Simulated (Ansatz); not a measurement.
The relaxed structure here is a generated cell of TiO2: the first start was made by placing the elements on the sites of a structure type, and the end was not matched to a known phase here, so it may be hypothetical. Known forms of TiO2 include space group No. 61, 136, 141.

One stationary structure of TiO2. Space group P2₁/m (No. 11). Method: PBEsol (plane waves to 420 eV, PAW, scalar-relativistic; Ansatz, an electronic-structure program).

```cif
data_O4Ti2
_chemical_formula_sum 'O4 Ti2'
_space_group_name_H-M_alt 'P21/m'
_space_group_IT_number 11
_space_group_name_Hall '-P 2yb'
_cell_length_a 3.65966
_cell_length_b 3.19815
_cell_length_c 5.09035
_cell_angle_alpha 90.000
_cell_angle_beta 104.614
_cell_angle_gamma 90.000
loop_
_atom_site_label
_atom_site_type_symbol
_atom_site_symmetry_multiplicity
_atom_site_Wyckoff_symbol
_atom_site_fract_x
_atom_site_fract_y
_atom_site_fract_z
_atom_site_occupancy
O1 O 2 e 0.23386 0.25000 0.08481 1
O2 O 2 e 0.27046 0.25000 0.57445 1
Ti1 Ti 2 e 0.15498 0.75000 0.27052 1
```

Problem. What is the computed band gap (PBEsol)?

Solution. 2.47 eV, direct at Γ (no spin-orbit coupling).

No spin polarisation in the result.

It was reached from a disturbed copy of a I4/mmm (No. 139) cell, against which it lies -0.85 eV/atom.
